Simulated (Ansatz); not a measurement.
Relaxed-ion elastic tensor of MgI$_{2}$ (CdI2 type, P-3m1) in GPa (Voigt order), plane-wave PAW PBE+D3(BJ) (Ansatz code); density 4.59 g/cm³, 33.55 Å³ per atom.

|  | 1 | 2 | 3 | 4 | 5 | 6 |
|---|---|---|---|---|---|---|
| 1 | 49.2 | 13.7 | 6.3 | -1.6 | 0.0 | 0.0 |
| 2 | 13.7 | 49.2 | 6.3 | 1.6 | 0.0 | 0.0 |
| 3 | 6.3 | 6.3 | 22.0 | 0.0 | 0.0 | 0.0 |
| 4 | -1.6 | 1.6 | 0.0 | 5.8 | 0.0 | 0.0 |
| 5 | 0.0 | 0.0 | 0.0 | 0.0 | 5.8 | -1.6 |
| 6 | 0.0 | 0.0 | 0.0 | 0.0 | -1.6 | 17.7 |

Q: Is the crystal mechanically stable?

A: Yes: the smallest eigenvalue of C is 5.6 GPa.

Q: Work out the Voigt, Reuss and Hill averages.

A: K_V = 19.2, K_R = 16.0, K_H = 17.6; G_V = 12.1, G_R = 8.9, G_H = 10.5 GPa.

Q: Give Young's modulus, Poisson's ratio, Pugh's ratio and the universal anisotropy index.

A: E = 9KG/(3K + G) = 26.3 GPa; ν = 0.25; K/G = 1.67 (near the Pugh limit of 1.75, no verdict); A_U = 5G_V/G_R + K_V/K_R − 6 = 1.99.

Q: Estimate the sound speeds and the Debye temperature.

A: v_l = √((K + 4G/3)/ρ) = 2630 m/s, v_t = √(G/ρ) = 1520 m/s, mean 1680 m/s; Θ = (h/k)(3n/4πV)^(1/3) v_m = 155 K.

Q: Solve the Christoffel equation for the three sound speeds along x, y, z.

A: Eigenvalues of C_ijkl n_j n_l equal ρv². In km/s, slowest first: x 1.10, 1.98, 3.27; y 1.12, 1.97, 3.28; z 1.12, 1.12, 2.19.

Q: How much does each axis shrink under pressure?

A: Linear compressibilities β_i = Σ_j S_ij (j = 1 to 3): x 12, y 12, z 39 per TPa.

Symmetry was held in the PBE+D3(BJ) relaxation; phonons on a q-mesh show no instability. Scalar-relativistic: spin–orbit coupling is off unless named, which matters more the heavier the elements.

Potentials: the later of the program's two PAW sets.
